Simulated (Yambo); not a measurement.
Yambo run on CsH (CsCl type, space group Pm-3m, No. 221). The wavefunctions are PBEsol (Quantum ESPRESSO, PseudoDojo norm-conserving, 72 Ry, with spin-orbit coupling) ones on a 4×4×4 mesh (10 occupied bands); a = b = c = 3.818 Å, α = β = γ = 90.00°.

Yambo input:

```
rim_cut
HF_and_locXC
RandQpts= 1000000
RandGvec= 1 Ry
EXXRLvcs= 72 Ry
VXCRLvcs= 288 Ry
% QPkrange
 1 | 1 | 10 | 11 |
 3 | 3 | 10 | 11 |
 6 | 6 | 10 | 11 |
 10 | 10 | 8 | 12 |
%
```

k points by index: 1 = Γ, 3 = X, 6 = M, 10 = R.

The o-*.hf file then holds:

```
#    K-point    Band    Eo [eV]    Ehf [eV]    Vxc [eV]    Vnlxc [eV]
#
    1    10    -2.051428    -5.719765    -8.662926    -12.33126
    1    11    3.239648    7.707162    -8.297038    -3.829524
    3    10    -0.253349    -3.470989    -10.06415    -13.28179
    3    11    2.458555    6.524614    -7.505185    -3.439126
    6    10    -1.276435    -4.628015    -8.934981    -12.28656
    6    11    4.304040    8.999370    -8.469472    -3.774143
    10    8    -8.394705    -12.95979    -12.38311    -16.94819
    10    9    -0.54379E-13    -3.063654    -9.791821    -12.85547
    10    10    0.000000    -3.063654    -9.791821    -12.85547
    10    11    2.571534    6.498521    -7.648230    -3.721244
    10    12    2.571534    6.498497    -7.648230    -3.721268
```
Exchange alone, without screening.

Geometry of the Materials Project entry, not relaxed at this level.

The structure is a Materials Project entry; no match was found in the copy of COD used, and its stability was not checked.
